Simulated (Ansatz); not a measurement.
GaGePt₆:
Space group I-42m (No. 121); a = b = 5.5142 Å, c = 7.9540 Å, α = β = γ = 90.00°

| atom | site | symmetry | x | y | z |
|---|---|---|---|---|---|
| Ga | 2a | -42m | 0.0000 | 0.0000 | 0.0000 |
| Ge | 2b | -42m | 0.0000 | 0.0000 | 0.5000 |
| Pt | 8i | ..m | 0.3019 | 0.3019 | 0.2456 |
| Pt | 4c | 222. | 0.0000 | 0.5000 | 0.0000 |
(The calculation used a cell of 8 atoms; values per cell refer to that cell.)

This is the r²SCAN-relaxed structure.

Q: All from r²SCAN (plane waves, PAW; program Ansatz), unless another level is named. Estimate the electronic character.

A: metallic (no gap).

Q: Predict the density of states at the Fermi level.

A: 0.56 states/eV per atom (mean over ±0.08 eV).

Q: Predict the formation energy from the elements (no fitted shifts).

A: -0.40 eV/atom.

The first step of the workflow began from a Materials Project structure, measured or hypothetical; the Crystallography Open Database copy checked does not list it. Whether it is the stable phase at ambient conditions was not checked. Symmetry was held in the r²SCAN relaxation; whether a distortion lowers the energy is not shown. The run is not spin-polarised. The references are the lowest solids computed at this level, not always the standard phases. Scalar-relativistic: spin–orbit coupling is off unless named, which matters more the heavier the elements.

Potentials: the later of the program's two PAW sets.
